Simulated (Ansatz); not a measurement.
ZrRh3 in space group I4/mmm (No. 139; Rh on 2b, Rh on 4d, Zr on 2a), plane-wave PAW PBE (Ansatz code), all energies at zero smearing, with the estimated change up to a 700 eV cutoff added, with one set of potentials and settings (totals compare only within such a set). Cell of 4 atoms (3 Rh, 1 Zr): -23394.933 eV.

| element | reference phase | E (eV/atom) |
|---|---|---|
| Rh | Fm-3m, 1 atoms in the cell | -6402.9383 |
| Zr | P6_3/mmc, 2 atoms in the cell | -4183.8611 |

Formation energy per atom, worked out: (-23394.933 − 3×(-6402.9383) − 1×(-4183.8611))/4 = -0.564 eV/atom (-54 kJ per mol of atoms), at 0 K, without zero-point energy or fitted corrections.

A made-up cell: these elements were put on the sites of a structure type; neither database checked (COD, Materials Project) lists it. COD files the formula under space group No. 221. Its standing as an ambient phase is unchecked. The cell was relaxed with PBE under the symmetry of its start; its stability against distortions is not shown here. No spin polarisation was allowed. The references are the lowest solids computed at this level, not always the standard phases.

Potentials: the earlier of the program's two PAW sets.
